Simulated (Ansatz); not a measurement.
**Li3BO: reading a single point**

```yaml
crystal:
  lattice:
    - [3.55582, 0.00000, 0.00000]
    - [0.00000, 3.55582, 0.00000]
    - [0.00000, 0.00000, 3.55582]
  atoms:
    - { symbol: B, position: [0.50000, 0.50000, 0.50000] }
    - { symbol: Li, position: [0.00000, 0.50000, 0.50000] }
    - { symbol: Li, position: [0.50000, 0.00000, 0.50000] }
    - { symbol: Li, position: [0.50000, 0.50000, 0.00000] }
    - { symbol: O, position: [0.00000, 0.00000, 0.00000] }
```

Method: r2SCAN, no spin polarisation; PAW, plane waves to 500 eV, 9×9×9 Γ-centred mesh, fermi-dirac occupations (width 0.1 eV) (Ansatz 0.2.0), atoms fixed.

**Forces.** The forces vanish by the symmetry of the sites.
**Stress.** The pressure is 26.8 GPa (compression positive), so with the atoms held at these fractions the cell would first expand.
**Contacts.** B–Li at 1.78 Å: least valence density 0.34 e/Å³ and ELF 0.20 there. O–Li at 2.51 Å: least valence density 0.07 e/Å³ and ELF 0.03 there. Both are smooth PAW fields, read partly inside the augmentation spheres.
**Charges.** Bader charges in e: Li +0.82, B -1.22, O -1.25. In the mean Li gives up most and O takes most.
**Electronic structure.** It is a metal, with about 3.8 states/eV a cell as the mean within 0.25 eV of the Fermi level, mostly B p (81 %) and O p (12 %).
**Formation energy.** 0.93 eV an atom against the elements' usual phases (free molecules for gases, crystals otherwise, with no correction for O₂ or N₂), so at this geometry it isn't bound against them. Relaxing would lower it.

Origin: a known structure type with other elements, at an estimated volume, so it need not be a known compound. Caveats: many states at the Fermi level without spin polarisation, so a magnetic state may lie lower; the Fermi level lies in a narrow band between gaps, which spin or distortion may split; atoms or cell far from equilibrium.
